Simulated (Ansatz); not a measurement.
Sc₃RuC₄:
```xyz
16
Lattice="6.4011 2.2381 0.0000 -6.4011 2.2381 0.0000 -1.7370 0.0000 6.4360" Properties=species:S:1:pos:R:3 pbc="T T T"
Sc     0.0000     2.2381     0.0000
Sc    -0.8685     2.2381     3.2180
Sc     2.4109     2.2381     5.8309
Sc    -4.1479     2.2381     0.6050
Sc     3.2597     2.2381     2.6032
Sc    -4.9967     2.2381     3.8328
Ru    -7.6780     2.2381     4.7431
Ru     5.9410     2.2381     1.6929
C     -2.8360     1.5247     4.4088
C      1.0990     2.9515     2.0272
C      1.0990     1.5247     2.0272
C     -2.8360     2.9515     4.4088
C      0.2431     1.5263     5.2387
C     -1.9801     2.9498     1.1973
C     -1.9801     1.5263     1.1973
C      0.2431     2.9498     5.2387
```

Relaxed with r²SCAN. Special points in fractions of this cell's reciprocal vectors: Γ (0.000, 0.000, 0.000); C (0.283, 0.283, 0.000); C2 (-0.283, 0.717, 0.000); Y2 (-0.500, 0.500, 0.000); M2 (-0.500, 0.500, 0.500); D (-0.266, 0.734, 0.500); D2 (0.266, 0.266, 0.500); A (0.000, 0.000, 0.500); L2 (0.000, 0.500, 0.500); V2 (0.000, 0.500, 0.000).

List the band energies nearest the Fermi level at these points for r²SCAN in the plane-wave PAW code Ansatz.

In eV from the Fermi level; about four levels below and three above (degenerate sets whole), none deeper than 8.9 eV; points with the same levels are listed once.

```csv
k,below,above
Γ,-1.28 -1.18 -0.95 -0.88,0.41 0.42 0.61
C,-1.17 -1.05 -0.42 -0.21,0.10 0.57 0.93
Y2,-0.95 -0.88 -0.87 -0.25,0.20 0.39 1.24
M2,-1.18 -1.10 -0.78 -0.50,1.03 1.10 1.60
D,-1.38 -0.79 -0.72 -0.35,0.27 0.72 0.83
A,-0.72 -0.72 -0.49 -0.17,1.12 1.16 1.45
L2,-1.38 -0.82 -0.75 -0.37,0.26 0.74 0.86
V2,-1.21 -0.93 -0.47 -0.26,0.04 0.53 0.91
```

Space group C2/m. The first step of the workflow began from a Materials Project structure, measured or hypothetical; the Crystallography Open Database copy checked does not list it. With Sc and Ru taken as one species the cell has the higher symmetry Immm, so it may be an ordered model of a mixed-site phase. Whether it is the stable phase at ambient conditions was not checked. The r²SCAN relaxation kept the symmetry of its start; whether a distortion lowers the energy is not shown. The run is not spin-polarised. Spin–orbit coupling is left out wherever it is not named.

Potentials: the later of the program's two PAW sets.
